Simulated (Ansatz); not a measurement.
# TiN: pressure against volume

TiN, Fm-3m, a = 4.204 Å. Ansatz: PBEsol, PAW, 420 eV, Γ-centred 18×18×18 mesh on 2 atoms, Gaussian smearing 0.10 eV; no spin polarisation. Symmetry fixes shape and atoms, so the cell is only scaled; pressure is positive in compression.

```tsv
V (Å³/atom)	P (GPa)
8.173	50.27
8.451	34.56
8.730	21.17
9.008	9.75
9.287	0.00
9.566	?
9.844	-15.45
10.216	-23.35
```

Problem. Take V0 = 9.287 Å³/atom, fit the third-order Birch–Murnaghan form to the other rows, and predict the missing pressure.

Solution. With the Eulerian strain f = ½[(V0/V)^(2/3) − 1] and y = P/[3f(1 + 2f)^(5/2)], the form is the line y = B0 + 1.5 B0 (B0′ − 4) f. Rows (f, y): 0.04446, 304.6; 0.03245, 303.4; 0.02105, 302.4; 0.01027, 300.8; -0.01904, 298.1; -0.03079, 296.3. Means f = 0.009733, y = 300.93; Σ(Δf)² = 0.004320, ΣΔfΔy = 0.4692; the slope is their ratio. y = 299.9 + 108.6 f GPa, so B0 = 299.9 GPa and B0′ = 4 + 2 × (108.6)/(3 × 299.9) = 4.24. At V = 9.566, f = -0.00977, y = 298.84 and P = -8.34 GPa. The run gave -8.33 GPa, so the fit is 0.01 GPa too low, within the rms miss on the fitted rows (0.01 GPa).

Spin polarisation was left out, and a magnetic state may lie lower.